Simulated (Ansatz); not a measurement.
NbTe₂ (space group C2/m)

```xyz
9
Lattice="7.3819 -1.8372 0.0000 7.3819 1.8372 0.0000 -3.3231 0.0000 8.8417" Properties=species:S:1:pos:R:3 pbc="T T T"
Nb     0.0000     0.0000     0.0000
Nb     8.4568     0.0000     2.5577
Nb     2.9838     0.0000     6.2839
Te     9.5296     0.0000     0.1102
Te     1.9111     0.0000     8.7314
Te     3.0970     0.0000     3.3687
Te     8.3436     0.0000     5.4730
Te    12.3994     0.0000     6.1281
Te    -0.9588     0.0000     2.7136
```

The slice is a (100) plane (indices of the conventional cell) through the point (0.362, 0.362, 0.711) (fractional), spanned by u = [1 -1 0] and v = [001] in vectors of this cell: u (3.67 Å) and v (9.45 Å, at 90° to u). It covers one period; positions are fractions (u, v).

The numbers are results of r2SCAN+rVV10 (plane waves to 500 eV, PAW, scalar-relativistic; Ansatz, a first-principles code), not measurements. k mesh 13×13×6. Near the nuclei the fields are pseudised (PAW); where an atom keeps semicore shells as valence, they peak there. NbTe2 is run without spin polarisation. NbTe2 was relaxed with its symmetry unable to fall. Spin-orbit coupling is left out, though Te is heavy.

### Question
Sketch the electron localisation function (ELF) on this plane as a map.

### Answer
```
v \ u  0.00  0.08  0.17  0.25  0.33  0.42  0.50  0.58  0.67  0.75  0.83  0.92
-----  ----  ----  ----  ----  ----  ----  ----  ----  ----  ----  ----  ----
0.94   0.79  0.77  0.55  0.17  0.13  0.26  0.33  0.26  0.13  0.17  0.55  0.77
0.84   0.41  0.39  0.32  0.22  0.15  0.12  0.12  0.12  0.15  0.22  0.32  0.39
0.75   0.57  0.59  0.62  0.59  0.33  0.08  0.03  0.08  0.33  0.59  0.62  0.59
0.66   0.63  0.65  0.69  0.65  0.36  0.09  0.04  0.09  0.36  0.65  0.69  0.65
0.56   0.56  0.49  0.31  0.13  0.06  0.06  0.06  0.06  0.06  0.13  0.31  0.49
0.47   0.20  0.17  0.11  0.06  0.04  0.05  0.05  0.05  0.04  0.06  0.11  0.17
0.38   0.55  0.57  0.61  0.65  0.49  0.18  0.08  0.18  0.49  0.65  0.61  0.57
0.28      x     x  0.25  0.49  0.60  0.41  0.21  0.41  0.60  0.49  0.25     x
0.19   0.47  0.50  0.56  0.63  0.53  0.28  0.15  0.28  0.53  0.63  0.56  0.50
0.09   0.43  0.36  0.22  0.14  0.15  0.18  0.20  0.18  0.15  0.14  0.22  0.36
0.00      x     x  0.76  0.37  0.09  0.19  0.31  0.19  0.09  0.37  0.76     x
```

Values: electron localisation function (ELF). Points within 0.5 Å of a nucleus are blanked (x), as the pseudised field means little there.
